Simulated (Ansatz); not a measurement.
## What relativity does to AgCl (Chlorargyrite)

```
Ag Cl
1.0
     0.00000    2.80534    2.80534
     2.80534    0.00000    2.80534
     2.80534    2.80534    0.00000
Ag Cl
1 1
Direct
  0.00000 0.00000 0.00000
  0.50000 0.50000 0.50000
```

The cell comes from a relaxation on PAW files under the same functional, begun from a database entry that needn't be the ground state.

All-electron LAPW in Ansatz 0.2.0 under PBE, with a Γ-centred 9×9×9 k mesh, Fermi–Dirac smearing of 0.02 eV, no spin polarisation. The basis error target is 0.5 meV/atom. The same cell is solved at each level of relativity (Schrödinger's equation, the scalar-relativistic one, Dirac's), and each level may then relax the cell.

The elements are taken as Ag fcc, Cl Cl2 gas, each relaxed on PAW files under the same functional and computed by the same method as the compound; zero-point and thermal terms are left out. Formation energies keep the scalar-relativistic cells of compound and elements, so at the other levels neither side is at rest.

```tsv
level	P at the cell (GPa)	gap (eV)	ΔE(formation) at the fixed cells (eV/atom)	relaxed V (Å³/atom)
scalar-relativistic	0.02	0.92	-0.452	22.08
non-relativistic	1.78	1.67	?	23.04
with spin–orbit coupling	-0.01	0.88	-0.447	–
```

Fill in "ΔE(formation) at the fixed cells (eV/atom)" for the row "non-relativistic".

-0.711.

Does scalar relativity shrink or swell this crystal?

It shrinks it by 4.2 % in volume against the non-relativistic cell.

How do the Löwdin populations move when relativity is switched off?

Ag 5s 0.47 → 0.43, Cl 3p 5.57 → 5.61 electrons an atom. The projections hold only the shells that the free atoms fill, so charge of other character is partly counted to these shells and partly left out.
